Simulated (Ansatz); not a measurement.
HfCuGe₂:
```
CELL_PARAMETERS angstrom
      3.76482     0.00000     0.00000
      0.00000     3.76482     0.00000
      0.00000     0.00000     9.10208
ATOMIC_POSITIONS crystal
  Hf 0.00000 0.50000 0.76289
  Hf 0.50000 0.00000 0.23711
  Cu 0.50000 0.50000 0.50000
  Cu 0.00000 0.00000 0.50000
  Ge 0.50000 0.50000 0.00000
  Ge 0.00000 0.00000 0.00000
  Ge 0.00000 0.50000 0.32528
  Ge 0.50000 0.00000 0.67472
```

Relaxed with r²SCAN. Special points in fractions of this cell's reciprocal vectors: Γ (0.000, 0.000, 0.000); X (0.000, 0.500, 0.000); M (0.500, 0.500, 0.000); Z (0.000, 0.000, 0.500); R (0.000, 0.500, 0.500); A (0.500, 0.500, 0.500).

Problem. List the band energies nearest the Fermi level at these points for DFT-r²SCAN in the program Ansatz with PAW potentials.

Solution. In eV from the Fermi level; about four levels below and three above (degenerate sets whole), none deeper than 8.9 eV; points with the same levels are listed once.

```
k                    below                above
-  -----------------------  -------------------
Γ  -1.68 -1.17 -1.17 -0.58       0.94 1.36 1.36
X  -1.15 -1.15 -1.06 -1.06  0.17 0.17 1.16 1.16
M  -1.97 -1.97 -1.63 -1.63  3.76 3.76 3.83 3.83
Z  -1.31 -1.31 -1.28 -1.23       0.71 1.60 1.60
R  -1.18 -1.18 -0.24 -0.24  0.47 0.47 2.01 2.01
A  -2.07 -2.07 -1.59 -1.59  2.23 2.23 3.79 3.79
```

Space group P4/nmm. The workflow started from a Materials Project entry (that database holds measured and hypothetical structures alike); the Crystallography Open Database copy checked does not list it. Its standing as an ambient phase is unchecked. Symmetry was held in the r²SCAN relaxation; its stability against distortions is not shown here. The run is not spin-polarised. Spin–orbit coupling is left out wherever it is not named.

Potentials: the later of the program's two PAW sets.
